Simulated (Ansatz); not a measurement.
Sr (fcc, Cu type)

```
Sr
1.0
    0.00000     3.01446     3.01446
    3.01446     0.00000     3.01446
    3.01446     3.01446     0.00000
Sr
1
Direct
  0.00000   0.00000   0.00000
```

The slice is a {111} plane (indices of the conventional cell) through the point (0.000, 0.000, 0.000) (fractional), spanned by u = [100] and v = [-1 2 0] in vectors of this cell: u (4.26 Å) and v (7.38 Å, at 90° to u). It covers one period; positions are fractions (u, v).

Calculation: PBE (plane waves to 420 eV, PAW, scalar-relativistic; Ansatz, an electronic-structure program). k mesh 13×13×13. These are valence fields of a PAW run, semicore shells included where kept as valence: close to a nucleus they are smooth pseudo fields. Sr was relaxed with its symmetry unable to fall.

Task: What is the ELF at the midpoint of the shortest Sr–Sr line in this plane (4.26 Å)?

Result: 0.28.

Task: What is the valence density on the shortest Sr–Sr line in this plane (4.26 Å), at its midpoint?

Result: 0.04 e/Å³.

Task: Sketch the electron localisation function (ELF) on this plane as a map.

Result: 
```
v \ u  0.00  0.12  0.25  0.38  0.50  0.62  0.75  0.88
-----  ----  ----  ----  ----  ----  ----  ----  ----
0.96      x  0.83  0.55  0.07  0.30  0.07  0.55  0.83
0.86   0.64  0.36  0.07  0.23  0.47  0.23  0.07  0.36
0.75   0.18  0.22  0.28  0.22  0.18  0.22  0.28  0.22
0.64   0.47  0.23  0.07  0.36  0.64  0.36  0.07  0.23
0.54   0.30  0.07  0.55  0.83     x  0.83  0.55  0.07
0.43   0.35  0.09  0.35  0.87  0.79  0.87  0.35  0.09
0.32   0.48  0.34  0.09  0.08  0.15  0.08  0.09  0.34
0.21   0.07  0.08  0.20  0.36  0.38  0.36  0.20  0.08
0.11   0.86  0.78  0.14  0.13  0.41  0.13  0.14  0.78
0.00      x  0.79  0.61  0.07  0.28  0.07  0.61  0.79
```

Values: electron localisation function (ELF). Points within 0.5 Å of a nucleus are blanked (x), as the pseudised field means little there.
